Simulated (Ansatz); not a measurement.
TaN (rock salt)

```xyz
2
Lattice="0.0000 2.1878 2.1878 2.1878 0.0000 2.1878 2.1878 2.1878 0.0000" Properties=species:S:1:pos:R:3 pbc="T T T"
N      0.0000     0.0000     0.0000
Ta     2.1878     2.1878     2.1878
```

The slice is a {110} plane (indices of the conventional cell) through the point (0.000, 0.000, 0.000) (fractional), spanned by u = [100] and v = [1 -1 -1] in vectors of this cell: u (3.09 Å) and v (4.38 Å, at 90° to u). It covers one period; positions are fractions (u, v).

Calculation: PBEsol (plane waves to 420 eV, PAW, scalar-relativistic; Ansatz, an electronic-structure program). k mesh 18×18×18. These are valence fields of a PAW run, semicore shells included where kept as valence: close to a nucleus they are smooth pseudo fields. Spin-orbit coupling is left out, though Ta is heavy. TaN is run without spin polarisation. TaN was relaxed with its symmetry unable to fall. This is a high-temperature form of TaN.

Three fields on this plane, each scaled to ten steps between its own extremes (0 low, 9 high; the total valence density on a logarithmic scale, the potential cut 8 eV below its top; x marks points blanked near nuclei; v = 0 in the bottom row):

Map A
```
|xxxxxx852111258xxxxx|
|xxxxxx842111248xxxxx|
|xxxxx96421112469xxxx|
|xxxxx85311111358xxxx|
|xxx975321111123579xx|
|55443221110111223444|
|00000001100011000000|
|00000000000000000000|
|xxx420000010000024xx|
|xxxxx30001110003xxxx|
|xxxxx61000100016xxxx|
|xxxxxx300010003xxxxx|
|xxxxxx300010003xxxxx|
|xxxxxx400010004xxxxx|
|xxxxxx300010003xxxxx|
|xxxxxx300010003xxxxx|
|xxxxx61000100016xxxx|
|xxxxx30001110003xxxx|
|xxx420000010000024xx|
|00000000000000000000|
|00000001100011000000|
|54443221110111223445|
|xxx975321111123579xx|
|xxxxx85311111358xxxx|
|xxxxx96421112469xxxx|
|xxxxxx842111248xxxxx|
|xxxxxx852111258xxxxx|
|xxxxxx952111259xxxxx|
```

Map B
```
|xxxxxx643212346xxxxx|
|xxxxxx532111235xxxxx|
|xxxxx64321112346xxxx|
|xxxxx53210001235xxxx|
|xxx754210000012457xx|
|77654321000001234567|
|66553210000000123556|
|88764321000001234678|
|xxx974310000013479xx|
|xxxxx74210001247xxxx|
|xxxxx96321112369xxxx|
|xxxxxx742111247xxxxx|
|xxxxxx853212358xxxxx|
|xxxxxx953222359xxxxx|
|xxxxxx853212358xxxxx|
|xxxxxx742111247xxxxx|
|xxxxx96321112369xxxx|
|xxxxx74210001247xxxx|
|xxx974310000013479xx|
|88764321000001234678|
|66553210000000123556|
|77654321000001234567|
|xxx754210000012457xx|
|xxxxx53210001235xxxx|
|xxxxx64321112346xxxx|
|xxxxxx532111235xxxxx|
|xxxxxx643212346xxxxx|
|xxxxxx643222346xxxxx|
```

Map C
```
|xxxxxx777777776xxxxx|
|xxxxxx787777787xxxxx|
|xxxxx78888888887xxxx|
|xxxxx89998889998xxxx|
|xxx578999999999875xx|
|11346789999999876431|
|00013578999998753100|
|00000257899987520000|
|xxx000257999752000xx|
|xxxxx00368886300xxxx|
|xxxxx00057875000xxxx|
|xxxxxx003676300xxxxx|
|xxxxxx003676300xxxxx|
|xxxxxx002565200xxxxx|
|xxxxxx003676300xxxxx|
|xxxxxx003676300xxxxx|
|xxxxx00057875000xxxx|
|xxxxx00368886300xxxx|
|xxx000257999752000xx|
|00000257899987520000|
|00013578999998753100|
|11346789999999876431|
|xxx578999999999875xx|
|xxxxx89998889998xxxx|
|xxxxx78888888887xxxx|
|xxxxxx787777787xxxxx|
|xxxxxx677777777xxxxx|
|xxxxxx677767776xxxxx|
```

Task: Assign the maps to these fields: electron localisation function (ELF); valence electron density; electrostatic potential energy of an electron, from the cell's mean.

Result: A is the electron localisation function (ELF); B is the valence electron density; C is the electrostatic potential energy of an electron, from the cell's mean.
